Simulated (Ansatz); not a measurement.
AlGaAs₂:
```yaml
crystal:
  lattice:
    - [4.01234, 0.00000, 0.00000]
    - [0.00000, 4.01234, 0.00000]
    - [0.00000, 0.00000, 11.33166]
  atoms:
    - { symbol: Ga, position: [0.50000, 0.00000, 0.87528] }
    - { symbol: As, position: [0.00000, 0.00000, 0.00000] }
    - { symbol: Ga, position: [0.00000, 0.50000, 0.12472] }
    - { symbol: As, position: [0.50000, 0.50000, 0.25001] }
    - { symbol: Al, position: [0.50000, 0.00000, 0.37476] }
    - { symbol: As, position: [0.00000, 0.00000, 0.50000] }
    - { symbol: Al, position: [0.00000, 0.50000, 0.62524] }
    - { symbol: As, position: [0.50000, 0.50000, 0.74999] }
```

Relaxed with r²SCAN.

Q: Give the Bader charges and basin volumes of the independent atoms, r²SCAN (plane waves, PAW; program Ansatz).

A: 

```tsv
atom	Bader charge (e)	Bader volume (Å³)
Ga1	+0.78	16.6
As2	-0.77	28.8
As4	-1.43	33.6
Al5	+2.08	7.4
As6	-2.08	38.3
```

Space group P-4m2. The start of the workflow was typed in or built on a structure type; neither database checked (COD, Materials Project) lists it. Its standing as an ambient phase is unchecked. The cell was relaxed with r²SCAN under the symmetry of its start; whether a distortion lowers the energy is not shown.

Potentials: the earlier of the program's two PAW sets. The files were generated under PBE; for other functionals the program regenerates the frozen cores, and for LDA and PBEsol the local potential too.
